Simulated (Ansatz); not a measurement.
# How far is PAW off for Li3Au?

```
CELL_PARAMETERS angstrom
0.00000 3.15100 3.15100
3.15100 0.00000 3.15100
3.15100 3.15100 0.00000
ATOMIC_POSITIONS crystal
Li 0.25000 0.25000 0.25000
Li 0.75000 0.75000 0.75000
Li 0.50000 0.50000 0.50000
Au 0.00000 0.00000 0.00000
```

Atoms are numbered in the order listed.

The cell is COD entry 1510223, as deposited and not checked against the literature; nothing was relaxed.

Spin–orbit coupling is left out, though it moves levels of the heavy atoms by tenths of an eV or more.

All numbers are computed: DFT, PBEsol, PAW with Ansatz's default frozen-core files, scalar-relativistic (Ansatz 0.2.0); DFT, PBEsol, all-electron PAW with datasets made for the crystal, scalar-relativistic (Ansatz 0.2.0); DFT, PBEsol, all-electron LAPW, scalar-relativistic (Ansatz 0.2.0).

For PAW: a Γ-centred 10×10×10 k mesh, Fermi–Dirac smearing of 0.03 eV, cutoff 420 eV, no spin polarisation; the PAW files were made with PBE, and the program remakes their frozen cores for this functional. The crystal-made all-electron datasets (AE datasets) take a cutoff of 260 eV at this cell. LAPW targets a basis error of 1 meV/atom. The Ansatz runs share mesh, smearing and spin set-up. Plane-wave (PAW) pressures include the program's estimate of the Pulay term.

Stress and pressure are positive in compression.

Levels count from the Fermi level.

```tsv
quantity	PAW	AE datasets	LAPW
pressure (GPa)	-1.36	-1.38	-1.37
highest filled level at X (eV)	-1.341	-1.342	-1.342
lowest empty level at X (eV)	0.077	0.077	0.077
highest filled level at Γ (eV)	-4.067	-4.068	-4.068
lowest empty level at Γ (eV)	4.004	4.004	4.004
highest filled level at K (eV)	-0.635	-0.635	-0.635
lowest empty level at K (eV)	0.785	0.785	0.785
```

PAW's pressure differs from the LAPW value by about 0.01 GPa or less. Datasets made for the crystal and LAPW share parts of one code, so their agreement isn't an independent check.
